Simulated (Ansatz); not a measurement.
## Stationary points along a deformation path in Zn

All numbers below come from Ansatz 0.2.0, DFT PBEsol, scalar-relativistic, plane waves, PAW. The runs took a 420 eV cutoff, a Γ-centred 24×24×24 mesh and Gaussian smearing (0.15 eV). No spin polarisation. Energies are free energies at this smearing, counted from the undisturbed cell; pressure is positive in compression.

Reference structure (as given, not relaxed at this level; it stands at -5.2 GPa; this bcc form isn't the usual structure):

```
Zn
1.0
    -1.56904    1.56904    1.56904
     1.56904   -1.56904    1.56904
     1.56904    1.56904   -1.56904
Zn
1
Direct
  0.00000 0.00000 0.00000
```

At fixed volume and fractional coordinates, lengths along (0.577, 0.577, 0.577) are scaled against those across it; ρ is that ratio over its starting value. V = 15.451 Å³/atom. Δσ is the stress along the axis less the mean stress across it (compression positive).

```
    ρ  ΔE (meV/atom)  Δσ (GPa) space group
0.500         4178.6    328.72         R-3m
0.600         1482.3    149.78         R-3m
0.710          396.4     59.84         R-3m
0.850           20.7     10.63         R-3m
1.000            0.0      0.00        Im-3m
1.410           72.6     -8.46         R-3m
2.000          201.2      0.00        Pm-3m
```

How does the stress give the slope of the energy, and where is the energy stationary?

Along the path d ln(length) is 2/3 d ln ρ on the axis and −1/3 d ln ρ across it, so dE/d ln ρ = −(2/3) V Δσ: the energy falls with ρ where Δσ is positive. Δσ vanishes or changes sign at ρ = 1.000 (Im-3m), a minimum at 0.0 meV/atom; at ρ = 2.000 (Pm-3m, an end of the scan), at 201.2 meV/atom. Pairs of stationary points between two samples would go unseen, and could change a minimum read from distant neighbours into a maximum. At ρ = 1.000, 2.000 the cell is cubic, where symmetry alone makes the stress isotropic and the slope zero.

In a metal these slopes depend on the k mesh and the smearing.